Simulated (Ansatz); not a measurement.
# Data sheet: PbS (DFT)

PbS:
```
PbS
1.0
    0.00000     3.32372     3.32372
    3.32372     0.00000     3.32372
    3.32372     3.32372     0.00000
S Pb
1 1
Direct
  0.25000   0.25000   0.25000
  0.00000   0.00000   0.00000
```

Space group F-43m (No. 216), zinc blende; conventional cell a = b = c = 6.647 Å, α = β = γ = 90.00°.

Method: PBE in the plane-wave PAW code Ansatz. Structure relaxed to zero pressure with the same functional. Other levels are named where they apply.

### Cell and energy

- Volume per atom: 36.72 Å³
- Density: 5.41 g/cm³
- Formation energy from the elements (no fitted shifts): -0.37 eV/atom

### Electronic structure

- Band gap = 0.85 eV (indirect)
- Valence-band maximum = at W
- Conduction-band minimum = at X (3 equivalent valleys)
- Smallest direct gap on the standard path = 1.30 eV
- Electron effective mass = 0.37, 0.37, 1.8 mₑ (principal values)
- Hole effective mass = 0.62, 0.62, 0.80 mₑ (principal values)
- Gap with spin–orbit coupling = 0.74 eV

### Mechanics

- Bulk modulus (Birch–Murnaghan fit): 35.2 GPa
- Pressure derivative B′: 4.2

The start of the workflow was typed in or built on a structure type; neither database checked (COD, Materials Project) lists it. It is not the phase usual at ambient conditions (space group No. 225). The cell was relaxed with PBE under the symmetry of its start; its stability against distortions is not shown here. The references are the lowest solids computed at this level, not always the standard phases. Spin–orbit coupling is left out wherever it is not named.

Potentials: the earlier of the program's two PAW sets.
